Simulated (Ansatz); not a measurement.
The start is a relaxed WC cell deformed by the Cartesian strain tensor (xx, yy, zz, yz, xz, xy) = (0.017, 0.187, 0.091, 0.108, 0.107, -0.003). A full variable-cell relaxation at zero pressure is run with PBEsol (plane waves to 420 eV, PAW, scalar-relativistic; Ansatz, a program for electronic structure). The first steps use a coarse 9×8×8 k-mesh.

Initial structure:
```
CELL_PARAMETERS angstrom
      2.94774    -0.01014     0.31014
     -1.48266     2.98461     0.11603
      0.30257     0.30539     3.08505
ATOMIC_POSITIONS crystal
  W  0.00000 0.00000 0.00000
  C  0.66667 0.33333 0.50000
```

Task: What pressure does the first self-consistent step give?

Result: -42 GPa (negative: the cell is under tension).

Task: By how much does the energy per atom fall from start to end?

Result: 1.15 eV/atom.

Task: How does the volume per atom move from start to end?

Result: -22.6 %, from 13.29 to 10.29 Å³/atom.

Task: Does it find its way back to the structure it was made from?

Result: The parent structure is recovered, P-6m2 (No. 187).

Task: How do the shortest distances between atoms change?

Result: The closest pairs of elements (up to four, under 3.6 Å), start → end: C–W 2.03 → 2.19 Å; W–W 2.96 → 2.83 Å; C–C 2.96 → 2.83 Å.

Task: What band gap does the relaxed structure have at this level?

Result: No gap (metallic).

It ends as:

```cif
data_CW
_chemical_formula_sum 'W1 C1'
_space_group_name_H-M_alt 'P-6m2'
_space_group_IT_number 187
_space_group_name_Hall 'P -6 2'
_cell_length_a 2.89846
_cell_length_b 2.89846
_cell_length_c 2.82772
_cell_angle_alpha 90.000
_cell_angle_beta 90.000
_cell_angle_gamma 120.000
loop_
_atom_site_label
_atom_site_type_symbol
_atom_site_symmetry_multiplicity
_atom_site_Wyckoff_symbol
_atom_site_fract_x
_atom_site_fract_y
_atom_site_fract_z
_atom_site_occupancy
W1 W 1 d 0.33333 0.66667 0.50000 1
C1 C 1 e 0.66667 0.33333 0.00000 1
```

Final values are on a 18×18×16 k-mesh of the relaxed cell. No spin polarisation in the result.
